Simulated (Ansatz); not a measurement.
## Mg4Te3Se: computed property card

Mg₄Te₃Se:
```yaml
crystal:
  lattice:
    - [4.48989, 0.00000, 0.00000]
    - [0.00000, 4.48989, 0.00000]
    - [0.00000, 0.00000, 12.60189]
  atoms:
    - { symbol: Mg, position: [0.50000, 0.00000, 0.60764] }
    - { symbol: Mg, position: [0.00000, 0.50000, 0.39236] }
    - { symbol: Mg, position: [0.50000, 0.00000, 0.13126] }
    - { symbol: Mg, position: [0.00000, 0.50000, 0.86874] }
    - { symbol: Te, position: [0.50000, 0.50000, 0.26207] }
    - { symbol: Te, position: [0.50000, 0.50000, 0.73793] }
    - { symbol: Te, position: [0.00000, 0.00000, 0.00000] }
    - { symbol: Se, position: [0.00000, 0.00000, 0.50000] }
```

Space group P-4m2 (No. 115); conventional cell a = 4.490 Å, b = 4.490 Å, c = 12.602 Å, α = 90.00°, β = 90.00°, γ = 90.00°.

Method: the program Ansatz at the r²SCAN level (PAW). The cell and atoms are relaxed at this level. Other levels are named where they apply.

**Cell and energy**

```json
{
 "volume_per_atom": "31.76 Å³",
 "density": "3.65 g/cm³",
 "Formation energy from the elements (no fitted shifts)": "-1.15 eV/atom"
}
```

**Electronic structure**

```json
{
 "band_gap": "2.80 eV (direct)",
 "valence_band_maximum": "at Γ",
 "conduction_band_minimum": "at Γ",
 "electron_effective_mass": "0.24 mₑ (isotropic)",
 "Electron effective mass with spin–orbit coupling": "0.24 mₑ (isotropic)",
 "Hole effective mass, band 1 of 2 at the edge": "17 along x, 1.2 along z (mₑ)",
 "Hole effective mass, band 2 of 2 at the edge": "0.19 along x, 1.2 along z (mₑ)",
 "Hole effective mass with spin–orbit coupling": "0.35, 0.35, 1.1 mₑ (principal values)",
 "HSE06 gap on the r²SCAN cell": "3.03 eV",
 "Gap with spin–orbit coupling": "2.55 eV"
}
```

**Mechanics**

```json
{
  "Bulk modulus (Birch–Murnaghan fit)": "40.0 GPa",
  "Pressure derivative B′": "4.1",
  "Elastic constants (relaxed ions, GPa)": "C11 = 64.0, C12 = 22.8, C13 = 34.3, C33 = 49.5, C44 = 20.2, C66 = 9.2",
  "mechanical_stability": "stable (all eigenvalues of C positive)",
  "hill_bulk_and_shear_moduli": "40.0 and 14.4 GPa",
  "Young's modulus": "38.6 GPa",
  "Poisson's ratio": "0.34",
  "debye_temperature_from_the_elastic_constants": "210 K",
  "Piezoelectric stress constants (proper, relaxed ions, C/m²)": "e15 = -0.14, e24 = 0.14, e31 = -0.15, e32 = 0.15"
}
```

**Phonons**

```json
{
  "Highest zone-centre frequency (without LO–TO term)": "296 cm⁻¹",
  "zone_centre_stability": "no imaginary mode at Γ"
}
```

**Charges**

```json
{
 "bader_charges": "Mg +1.61 to +1.63, Te -1.61 to -1.60, Se -1.66 e"
}
```

The workflow started from a Materials Project entry (that database holds measured and hypothetical structures alike); the Crystallography Open Database copy checked does not list it. Its standing as an ambient phase is unchecked. Symmetry was held in the r²SCAN relaxation. Signs of piezoelectric constants follow the polarity of the cell as given. The references are the lowest solids computed at this level, not always the standard phases. Scalar-relativistic: spin–orbit coupling is off unless named, which matters more the heavier the elements.

Potentials: the later of the program's two PAW sets.
